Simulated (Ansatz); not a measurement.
Bi₃F, before and after

The guess for Bi₃F was made by a generator: random cell by space group and Wyckoff sites (Im-3m, No. 229). The dimensions are guesses.

start.xyz

```xyz
4
Lattice="-3.0617 3.0617 3.0617 3.0617 -3.0617 3.0617 3.0617 3.0617 -3.0617" Properties=species:S:1:pos:R:3 pbc="T T T"
Bi    3.0617    0.0000    0.0000
Bi    0.0000    3.0617    0.0000
Bi    0.0000    0.0000    3.0617
F     0.0000    0.0000    0.0000
```

All numbers below come from DFT PBE, scalar-relativistic, plane waves, PAW in Ansatz 0.2.0. Cutoff 420 eV, Gaussian smearing, Γ-centred meshes. Cell and atoms relax first on a coarse mesh and then on a finer one. In between, the cell is made exact in the group found at 0.06 Å. In metals the finer mesh still leaves noise of several meV/atom or more. The steps can't lower the symmetry of their start. No spin polarisation.

end.xyz

```xyz
4
Lattice="-3.1218 3.1218 3.1218 3.1218 -3.1218 3.1218 3.1218 3.1218 -3.1218" Properties=species:S:1:pos:R:3 pbc="T T T"
Bi    3.1218    0.0000    0.0000
Bi    0.0000    3.1218    0.0000
Bi    0.0000    0.0000    3.1218
F     0.0000    0.0000    0.0000
```

The symmetry stays Im-3m (No. 229). The volume per atom grows by 6.0 %, from 28.7 to 30.4 Å³. The shortest distance goes from 3.06 Å (Bi–F and Bi–Bi) to 3.12 Å (Bi–F and Bi–Bi).

```yaml
Volume_per_atom: 30.42 Å³
Density: 8.81 g/cm³
Formation_energy: −0.23 eV/atom
Gap_on_the_10×10×10_mesh_of_the_4-atom_cell: 0 eV (a metal)
```

The zero of energy is the elements' standard structures at the same level (F₂ as a molecule); no fitted shifts are applied. Whether it is stable depends on the other phases of the system, which aren't compared here.

The last run used Gaussian smearing of 0.10 eV. Spin–orbit coupling, which can matter for Bi, is left out. Symmetry constrained the relaxation, so the result can be a saddle point. In all, the 3 runs took 51 s on 1 thread of Arm Neoverse V2 (shared host).
